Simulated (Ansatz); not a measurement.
## Rocksalt alloy of MgO and CaO (24 of 64 Mg sites exchanged), 128 atoms

Ansatz, PAW, plane waves. PBEsol relaxation of volume and atoms (shape held) at the single k point (½, ½, ½); single points on the relaxed atoms at the Γ point alone, onto which points of the small cell's zone fold. Arrangement: quasirandom. No spin–orbit coupling unless named.

Relaxed structure:

```
O Ca Mg
1.0
     0.00000    8.90224    8.90224
     8.90224    0.00000    8.90224
     8.90224    8.90224    0.00000
O Ca Mg
64 24 40
Direct
  0.36262 0.12382 0.12756
  0.87174 0.13176 0.13087
  0.11591 0.36662 0.39743
  0.36426 0.63534 0.12508
  0.37014 0.12277 0.61780
  0.63578 0.36784 0.36560
  0.87624 0.61384 0.12662
  0.88989 0.12798 0.62272
  0.12848 0.88128 0.36909
  0.11634 0.37747 0.88123
  0.37976 0.62634 0.62077
  0.62826 0.86901 0.38349
  0.63767 0.37786 0.86259
  0.87002 0.61835 0.62931
  0.12713 0.88495 0.86745
  0.63263 0.86926 0.86468
  0.12075 0.36894 0.11850
  0.37191 0.12333 0.38682
  0.63813 0.36572 0.12153
  0.88781 0.12116 0.36541
  0.12613 0.87384 0.13381
  0.11423 0.38413 0.62319
  0.36205 0.63544 0.37539
  0.63168 0.87035 0.12967
  0.36578 0.12948 0.88260
  0.62765 0.37715 0.63320
  0.87030 0.62980 0.38313
  0.86881 0.13424 0.87090
  0.11626 0.87025 0.62034
  0.38540 0.62756 0.86261
  0.62792 0.86179 0.62345
  0.88850 0.62444 0.85789
  0.11398 0.12296 0.37406
  0.37295 0.37542 0.12501
  0.62416 0.11993 0.37960
  0.88248 0.36850 0.12931
  0.12180 0.62448 0.37825
  0.36453 0.87634 0.13473
  0.12162 0.12609 0.87989
  0.37482 0.37704 0.62329
  0.63345 0.63056 0.37056
  0.86320 0.87277 0.13876
  0.63032 0.13184 0.86771
  0.87299 0.37814 0.62478
  0.11856 0.62059 0.86744
  0.38828 0.87257 0.62201
  0.63268 0.63014 0.85713
  0.88157 0.86883 0.62839
  0.12351 0.12366 0.12227
  0.64309 0.11905 0.11875
  0.12460 0.64018 0.12349
  0.11725 0.12970 0.63657
  0.36786 0.36926 0.39680
  0.62409 0.62624 0.13686
  0.60839 0.14012 0.62501
  0.87120 0.38061 0.37901
  0.13545 0.61484 0.62643
  0.37772 0.86118 0.37830
  0.37526 0.37807 0.85925
  0.62653 0.62286 0.62070
  0.87728 0.87680 0.36242
  0.88389 0.36654 0.87045
  0.35531 0.88124 0.88071
  0.87665 0.89154 0.87342
  0.99498 0.00260 0.00507
  0.49944 0.99997 0.00011
  0.24176 0.24750 0.25555
  0.50489 0.50272 0.99269
  0.24478 0.25367 0.74936
  0.50351 0.50131 0.49691
  0.25030 0.75261 0.74505
  0.50140 0.99531 0.25476
  0.99693 0.50110 0.25469
  0.49781 0.50023 0.25361
  0.75712 0.74935 0.99594
  0.49398 0.99948 0.74796
  0.75524 0.24994 0.49865
  0.50294 0.25240 0.99307
  0.99779 0.75305 0.99915
  0.24547 0.50022 0.25781
  0.49578 0.75346 0.99879
  0.75562 0.00400 0.74490
  0.00184 0.74773 0.49943
  0.24967 0.50200 0.99220
  0.24434 0.99820 0.50532
  0.50341 0.24586 0.25415
  0.75952 0.49719 0.99536
  0.75225 0.99716 0.49760
  0.00482 0.49301 0.99744
  0.00767 0.99768 0.49428
  0.49849 0.99566 0.50329
  0.75738 0.24908 0.24619
  0.99473 0.49822 0.50826
  0.24658 0.75628 0.25110
  0.74653 0.75241 0.25683
  0.75150 0.25645 0.74935
  0.75274 0.74470 0.74535
  0.00211 0.00206 0.24796
  0.24293 0.24719 0.00095
  0.75634 0.24895 0.99728
  0.24532 0.75829 0.00489
  0.99345 0.01049 0.75224
  0.24476 0.24838 0.50821
  0.00086 0.49721 0.74926
  0.25257 0.74905 0.49521
  0.50630 0.50323 0.74013
  0.74717 0.74616 0.50099
  0.00113 0.24832 0.00153
  0.24473 0.99874 0.24765
  0.75207 0.99635 0.25255
  0.99377 0.25415 0.50884
  0.24448 0.00226 0.75454
  0.49632 0.24868 0.50252
  0.75585 0.49977 0.24871
  0.24966 0.49918 0.74674
  0.50532 0.74669 0.49984
  0.75295 0.49992 0.74354
  0.24164 0.00289 0.00496
  0.75255 0.00428 0.99947
  0.00225 0.24469 0.24550
  0.99667 0.75267 0.25461
  0.99534 0.25363 0.75033
  0.24625 0.50028 0.50423
  0.49968 0.74993 0.25379
  0.49676 0.25712 0.74650
  0.75101 0.50272 0.50203
  0.00843 0.74245 0.74060
  0.50667 0.74538 0.73949
```

Question: What are the mean bond lengths by pair (pairs within 1.2 times the sum of covalent radii, less contacts 15 % beyond the pair's median; cation–cation pairs of compounds aside; long ionic contacts are cut short by that bound)?

Answer: Ca–O 2.297 ± 0.052 Å (standard deviation, 144 bonds); Mg–O 2.185 ± 0.073 Å (standard deviation, 239 bonds).

Question: What gap lies between the top filled and the lowest empty level in the single points?

Answer: HSE06 5.91 eV (38 s on NVIDIA GB200); r²SCAN 5.07 eV (5.3 s on NVIDIA GB200).
